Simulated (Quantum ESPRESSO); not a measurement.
pw.x input (Quantum ESPRESSO 7.5; LDA, PseudoDojo standard norm-conserving files, scalar-relativistic):

```
&CONTROL
  calculation = 'scf'
  pseudo_dir = './pseudo'
  outdir = './out'
  tprnfor = .true.
  tstress = .true.
/
&SYSTEM
  ibrav = 0
  nat = 3
  ntyp = 2
  ecutwfc = 82.0
  ecutrho = 328.0
  occupations = 'smearing'
  smearing = 'fd'
  degauss = 0.005
  nbnd = 19
/
&ELECTRONS
  conv_thr = 3e-10
/
ATOMIC_SPECIES
C 12.0110 C.upf
Ta 180.9479 Ta.upf
CELL_PARAMETERS angstrom
  3.114890056000   0.000000000000   0.000000000000
 -1.557445028000   2.697573919000   0.000000000000
  0.000000000000   0.000000000000   4.939300000000
ATOMIC_POSITIONS crystal
C   0.000000000000   0.000000000000   0.000000000000
Ta   0.333333333000   0.666666667000   0.253900000000
Ta   0.666666667000   0.333333333000   0.746100000000
K_POINTS automatic
18 18 10 0 0 0
```

End of the output:

```
     total energy              =    -272.86385455 Ry
     estimated scf accuracy    <       0.00000042 Ry
     total energy              =    -272.86385471 Ry
     estimated scf accuracy    <       0.00000001 Ry
     total energy              =    -272.86385472 Ry
     estimated scf accuracy    <          3.1E-09 Ry
[...]
     the Fermi energy is    17.8842 ev
!    total energy              =    -272.86385472 Ry
     estimated scf accuracy    <          1.9E-11 Ry
     smearing contrib. (-TS)   =      -0.00080458 Ry
     internal energy E=F+TS    =    -272.86305014 Ry
     The total energy is F=E-TS. E is the sum of the following terms:
     one-electron contribution =     -32.77392403 Ry
     hartree contribution      =      31.52164470 Ry
     xc contribution           =     -63.05811429 Ry
     ewald contribution        =    -208.55265652 Ry
     convergence has been achieved in  10 iterations
     Forces acting on atoms (cartesian axes, Ry/au):
     atom    1 type  1   force =     0.00000000   -0.00000000    0.00000000
     atom    2 type  2   force =    -0.00000000    0.00000000   -0.01723050
     atom    3 type  2   force =     0.00000000   -0.00000000    0.01723050
     Total force =     0.024368     Total SCF correction =     0.000037
     Computing stress (Cartesian axis) and pressure
          total   stress  (Ry/bohr**3)                   (kbar)     P=     -113.57
  -0.00078004   0.00000000   0.00000000         -114.75        0.00        0.00
   0.00000000  -0.00078004   0.00000000            0.00     -114.75        0.00
   0.00000000   0.00000000  -0.00075598            0.00        0.00     -111.21
```

Spin-orbit coupling is not included.

Geometry of the Materials Project entry, not relaxed at this level.
